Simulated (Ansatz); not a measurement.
## BiTe: frozen-core PAW against all-electron methods

```
Bi Te
1.0
     0.00000    3.23500    3.23500
     3.23500    0.00000    3.23500
     3.23500    3.23500    0.00000
Bi Te
1 1
Direct
  0.00000 0.00000 0.00000
  0.50000 0.50000 0.50000
```

Atom numbers follow the list: Bi1, Te2.

Conventional cell: a = 6.470 Å, b = 6.470 Å, c = 6.470 Å, α = 90.00°, β = 90.00°, γ = 90.00°. Around Bi (atom 1) lie 6 Te at 3.23 Å. Te (atom 2) is surrounded by 6 Bi at 3.23 Å.

The cell is COD entry 9008604, as deposited and not checked against the literature; nothing was relaxed.

Methods: DFT, PBE, PAW with Ansatz's default frozen-core files, fully relativistic files with spin-orbit coupling (Ansatz 0.2.0); DFT, PBE, all-electron LAPW, Dirac equation with spin-orbit coupling (Ansatz 0.2.0).

For PAW: a Γ-centred 10×10×10 k mesh, Fermi–Dirac smearing of 0.03 eV, cutoff 420 eV, no spin polarisation. LAPW targets a basis error of 0.25 meV/atom. The Ansatz runs share mesh, smearing and spin set-up. Plane-wave (PAW) pressures include the program's estimate of the Pulay term.

Stress and pressure are positive in compression.

Levels count from the Fermi level.

```
                      quantity     PAW    LAPW
                pressure (GPa)    2.16    2.17
highest filled level at X (eV)  -3.531  -3.531
  lowest empty level at X (eV)   2.388   2.388
highest filled level at U (eV)  -3.021  -3.021
  lowest empty level at U (eV)   1.365   1.365
highest filled level at Γ (eV)  -2.023  -2.023
  lowest empty level at Γ (eV)   0.727   0.727
```
